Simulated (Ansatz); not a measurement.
**Zr, omega (AlB2-type): geometry optimisation**

Method: DFT, PBEsol, plane waves (420 eV) with PAW, scalar-relativistic in Ansatz 0.2.0. (PAW data from PBE, frozen cores regenerated.)

k-point mesh 7×7×10, Fermi-Dirac smearing 0.1 eV, no spin polarisation. Cell and atoms relax.

Starting structure:

```yaml
crystal:
  lattice:
    - [5.08599, 0.00000, 0.00000]
    - [-2.54300, 4.40460, 0.00000]
    - [0.00000, 0.00000, 3.11771]
  atoms:
    - { symbol: Zr, position: [0.00000, 0.00000, 0.00000] }
    - { symbol: Zr, position: [0.33333, 0.66667, 0.50000] }
    - { symbol: Zr, position: [0.66667, 0.33333, 0.50000] }
```

Question: What cell does the relaxation end in?

Answer: P6/mmm with a = 4.976 Å, c = 3.107 Å (c/a = 0.624); 22.21 Å³ per atom against 23.28 at the start (-4.6 %).

Question: How much energy does the relaxation gain?

Answer: 17.2 meV per atom.

Path of the relaxation (the plane waves are chosen anew near the end, which can shift the energy a little):

| step | E − E(final) (meV/atom) | V (Å³/atom) | P (GPa) | max force (eV/Å) |
| --- | --- | --- | --- | --- |
| 0 | 17.22 | 23.281 | -4.34 | 0.000 |
| 1 | 0.02 | 22.290 | -0.33 | 0.000 |
| 2 | -0.09 | 22.211 | 0.03 | 0.000 |
| 3 | 0.00 | 22.211 | 0.02 | 0.000 |
